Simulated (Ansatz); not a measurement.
# Ga2HCl3: gradients before and after relaxing the atoms

Start: an entry of the Crystallography Open Database (COD; perhaps a calculated or model structure), taken as it stands.

Space group P2_1/c (No. 14); a = 5.7300, b = 6.7870, c = 14.8478 Å, β = 104.57°.

```
site  Wyckoff  site symmetry       x       y       z
 Ga1       4e              1  0.9346  0.7678  0.9183
 Ga5       4e              1  0.6512  0.7314  0.6441
   H       4e              1  0.8790  0.7970  0.9990
Cl13       4e              1  0.8054  0.4947  0.8424
Cl17       4e              1  0.3276  0.7671  0.9309
Cl21       4e              1  0.7925  0.0022  0.8148
```

One atom of each set is listed.

Computed with Ansatz: DFT, PBE, plane waves and PAW, scalar-relativistic, 420 eV cutoff, Γ-centred 5×4×2 k-points, Fermi–Dirac smearing 0.02 eV.

The largest force at the start is 5.1 eV/Å. Relaxing the ions at fixed cell moves them by 0.318 Å at most (atom 8, Ga) and 0.184 Å rms. End positions:

Ga1 (0.9262, 0.7668, 0.9206)
Ga5 (0.6487, 0.6849, 0.6464)
H (0.8589, 0.7958, 0.0144)
Cl13 (0.8098, 0.4889, 0.8435)
Cl17 (0.3266, 0.7795, 0.9355)
Cl21 (0.7812, 0.9989, 0.8128)

```csv
site,moved (Å),first shell before,first shell after,V_zz before (10²¹ V/m²),η before
Ga1,0.065,1 H at 1.33 Å,"1 H at 1.55 Å, 3 Cl at 2.22–2.25 Å",-19.67,0.05
Ga5,0.318,"1 H at 2.79 Å, 9 Cl at 3.07–3.81 Å; also 3 Ga at 3.99–4.18 Å","1 H at 2.55 Å, 8 Cl at 2.96–3.70 Å; also 3 Ga at 4.02–4.07 Å, 1 Cl at 4.23 Å",-1.12,0.42
H,0.280,1 Ga at 1.33 Å,1 Ga at 1.55 Å,2.83,0.01
Cl13,0.047,1 Ga at 2.20 Å,1 Ga at 2.22 Å,14.21,0.09
Cl17,0.110,1 Ga at 2.21 Å,1 Ga at 2.25 Å,13.78,0.15
Cl21,0.068,1 Ga at 2.22 Å,1 Ga at 2.25 Å,12.33,0.14
```

Task: What are V_zz and η after the relaxation?

Result: 

| site | V_zz after | η after | change of V_zz |
| --- | --- | --- | --- |
| Ga1 | -13.07 | 0.12 | +6.60 |
| Ga5 | 1.04 | 0.14 | – |
| H | 1.16 | 0.02 | -1.67 |
| Cl13 | 15.43 | 0.20 | +1.22 |
| Cl17 | 13.99 | 0.27 | +0.21 |
| Cl21 | 13.17 | 0.22 | +0.84 |

The largest change of V_zz along a kept axis is on Ga1, from -19.67 to -13.07. In per cent, |V_zz| changes by -34 on Ga, -59 on H, +1 to +9 on Cl (all sites that start above 0.5, bar those whose gradient vanishes or changes sign or whose main axis turns by over 40°). On Ga5 the largest principal value lies along another axis in the second run, so the two V_zz can't be compared directly. The bond to hydrogen gets longer (H–Ga from 1.33 to 1.55 Å), and the gradient at hydrogen falls steeply with it. Forces this large mark an entry whose positions are poorly determined or wrongly transcribed.

Before: The database positions are far from the calculated equilibrium, so these values describe the entry as written and may be far from the real compound's.
After: The database positions were far from equilibrium, so the relaxed structure may not be the compound's real one.
